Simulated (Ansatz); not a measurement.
Here is the system:

ScSnCN:
```xyz
4
Lattice="3.5844 0.0000 0.0000 -1.7922 3.1041 0.0000 0.0000 0.0000 5.4631" Properties=species:S:1:pos:R:3 pbc="T T T"
Sc     0.0000     2.0694     2.8703
Sn     1.7922     1.0347     0.0314
C      0.0000     2.0694     0.6020
N      1.7922     1.0347     3.3252
```

This is the r²SCAN-relaxed structure.

Question: All from the program Ansatz at the r²SCAN level (PAW), unless another level is named. Estimate the electron effective mass with spin–orbit coupling.

Answer: 0.15, 0.15, 0.58 mₑ (principal values).

Question: Give the formation energy from the elements (no fitted shifts).

Answer: -0.47 eV/atom.

Question: Give the gap with spin–orbit coupling.

Answer: 2.14 eV.

Question: Give the band gap.

Answer: 2.18 eV (direct).

Question: And the HSE06 gap on the r²SCAN cell?

Answer: 2.76 eV.

Question: And the valence-band maximum?

Answer: at Γ.

Space group P3m1. The start of the workflow was typed in or built on a structure type; neither database checked (COD, Materials Project) lists it. Whether it is the stable phase at ambient conditions was not checked. The r²SCAN relaxation kept the symmetry of its start; its stability against distortions is not shown here. No spin polarisation was allowed. The references are the lowest solids computed at this level, not always the standard phases (solids in place of the gases). Scalar-relativistic: spin–orbit coupling is off unless named, which matters more the heavier the elements.

Potentials: the earlier of the program's two PAW sets.
